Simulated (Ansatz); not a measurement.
# ZrTlF6: stable or not

It was reached by relaxing an invented guess, and it needn't be the stable form of this composition.

Method: DFT PBE, scalar-relativistic, plane waves, PAW (Ansatz 0.2.0). Cutoff 420 eV, Γ-centred 8×8×8 mesh (8-atom cell), Gaussian smearing of 0.10 eV, no spin polarisation.

```
Zr Tl F
1.0
     0.00000    4.44620    4.44620
     4.44620    0.00000    4.44620
     4.44620    4.44620    0.00000
Zr Tl F
1 1 6
Direct
  0.00000 0.00000 0.00000
  0.50000 0.50000 0.50000
  0.77229 0.22771 0.22771
  0.22771 0.77229 0.77229
  0.22771 0.77229 0.22771
  0.77229 0.22771 0.77229
  0.22771 0.22771 0.77229
  0.77229 0.77229 0.22771
```

Energies over the elements count from the elements' standard structures at the same level (F₂ as a molecule), with no fitted energy shifts.

Question: These tests were run: energy against the elements; phonons at Γ. What do they show?

Answer:

```json
{"test": "energy against the elements", "result": "−2.94 eV/atom"}
{"test": "phonons at Γ", "result": "imaginary modes down to 7i cm⁻¹"}
```

It fails none of these tests outright. Other phases of the system weren't compared here, so this isn't yet thermodynamic stability. Phonons away from Γ weren't computed. Undecided within the accuracy: phonons at Γ.

Spin–orbit coupling, which can matter for Tl, is left out. An odd number of electrons in the primitive cell allows no gap without spin; a larger cell or a magnetic state could open one. The run for the phonons used an 8×8×8 k mesh and Fermi–Dirac smearing of 0.15 eV.
